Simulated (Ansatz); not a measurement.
BAs:
```yaml
crystal:
  lattice:
    - [2.90289, 0.00000, 0.00000]
    - [0.00000, 2.90289, 0.00000]
    - [0.00000, 0.00000, 2.90289]
  atoms:
    - { symbol: B, position: [0.00000, 0.00000, 0.00000] }
    - { symbol: As, position: [0.50000, 0.50000, 0.50000] }
```

Relaxed with PBEsol. Special points in fractions of this cell's reciprocal vectors: Γ (0.000, 0.000, 0.000); X (0.000, 0.500, 0.000); M (0.500, 0.500, 0.000); R (0.500, 0.500, 0.500).

Task: List the band energies nearest the Fermi level at these points for DFT-PBEsol in the program Ansatz with PAW potentials.

Result: In eV from the Fermi level; about four levels below and three above (degenerate sets whole), none deeper than 8.9 eV; … stands for higher levels left out; points with the same levels are listed once.

| k | below | above |
|---|---|---|
| Γ | -0.96 -0.96 -0.96 -0.01 | 5.53 5.53 … |
| X | – | 2.81 2.81 3.28 3.28 |
| M | -7.12 -7.12 -5.58 | 4.15 5.26 … |
| R | -3.27 -3.27 -3.27 -2.50 | … |

Space group Pm-3m (CsCl type). The start of the workflow was typed in or built on a structure type; neither database checked (COD, Materials Project) lists it. It is not the phase usual at ambient conditions (space group No. 216). The PBEsol relaxation kept the symmetry of its start. At this level the phase is dynamically unstable (imaginary phonons). The volume moved by 26 % from the start of the relaxation. Its formation energy is positive at this level, so the cell may be metastable or incomplete. Scalar-relativistic: spin–orbit coupling is off unless named, which matters more the heavier the elements.

Potentials: the later of the program's two PAW sets.
